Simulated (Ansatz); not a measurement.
Values for one crystal, relaxed and computed with the program Ansatz at the r²SCAN level (PAW); other levels are named.

| Quantity | Value |
|---|---|
| Volume per atom | 5.90 Å³ |
| Band gap | 3.99 eV (indirect) |
| Electron effective mass | 0.43, 0.49, 0.54 mₑ (principal values) |
| Elastic constants (relaxed ions, GPa) | C11 = 996, C12 = 160, C13 = 120, C33 = 986, C44 = 498, C66 = 583 |
| Pressure derivative B′ | 3.7 |
| Debye temperature from the elastic constants | 2150 K |
| HSE06 gap on the r²SCAN cell | 4.87 eV |

**Question.** Pick the material that matches.
A. Ge, P6_3/mmc (Ge on 4e, Ge on 4f)
B. Si, Cmcm (Si on 8f, Si on 8f, Si on 8f)
C. Si, P4_32_12 (Si on 4a, Si on 8b)
D. C, P4_2/ncm (C on 8i, C on 4b)

**Answer.** D, C, P4_2/ncm (C on 8i, C on 4b)

The start of the workflow was typed in or built on a structure type; neither database checked (COD, Materials Project) lists it. It is not the phase usual at ambient conditions (space group No. 194, 227). Symmetry was held in the r²SCAN relaxation; its stability against distortions is not shown here.

Potentials: the earlier of the program's two PAW sets.
